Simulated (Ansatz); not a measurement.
Starting cell, Hf (hcp, Mg type):

```
Hf
1.0
    6.40825     0.00000     0.00000
   -1.60206     2.77485     0.00000
    0.00000     0.00000     5.06894
Hf
4
Direct
  0.16667   0.66667   0.75000
  0.66667   0.66667   0.75000
  0.33333   0.33333   0.25000
  0.83333   0.33333   0.25000
```

The atoms are displaced by Q × the pattern below (from a DFPT mode at M = (0.5, 0.0, 0.0), largest move 1; Q in Å), at fixed cell. (q is in reciprocal vectors of the primitive cell; the cell shown is doubled to hold the pattern.)

```
atom       x       y      z
----  ------  ------  -----
Hf1   -0.866  -0.500  0.000
Hf2    0.866   0.500  0.000
Hf3   -0.866  -0.500  0.000
Hf4    0.866   0.500  0.000
```

Method: PBE (plane waves to 420 eV, PAW, scalar-relativistic; Ansatz, a first-principles code). k mesh 17×17×9 (Γ-centred), Fermi-Dirac smearing 0.05 eV. The energy includes the smearing's −TS. With partly filled bands, energies and forces of such displacements shift with the k mesh and the smearing. Hf is run without spin polarisation. Hf was relaxed with its symmetry unable to fall. Spin-orbit coupling is left out, though Hf is heavy. The PAW data are Ansatz's earlier set. The zero of ΔE is the undisplaced structure. The last digit holds for this mesh only.

```csv
Q (Å),ΔE (meV/cell)
-0.180,706.8
-0.150,492.4
-0.120,319.7
-0.090,184.5
-0.060,withheld
-0.030,21.4
0.000,0.0
0.030,21.4
0.060,withheld
0.090,184.5
0.120,319.7
0.150,492.4
0.180,706.8
```

**Question.** Fit an even polynomial form (powers 2, 4, 6) to the given rows and predict ΔE at Q = 0.060.

**Answer.** Least squares on the 11 given rows: ΔE = (23620)·Q² + (-128200)·Q⁴ + (2235000)·Q⁶, in meV/cell with Q in Å; root-mean-square residual 0.34 meV/cell. At 0.060 the fit gives 83.5 meV/cell; the calculation gives 84.3 meV/cell, so the interpolation is off by -0.8 (-0.9 %). The quadratic term alone would give 85.0 meV/cell.

(For displaced atoms, the force is minus the slope of the energy, and its curvature is a force constant, which sets phonon frequencies.)
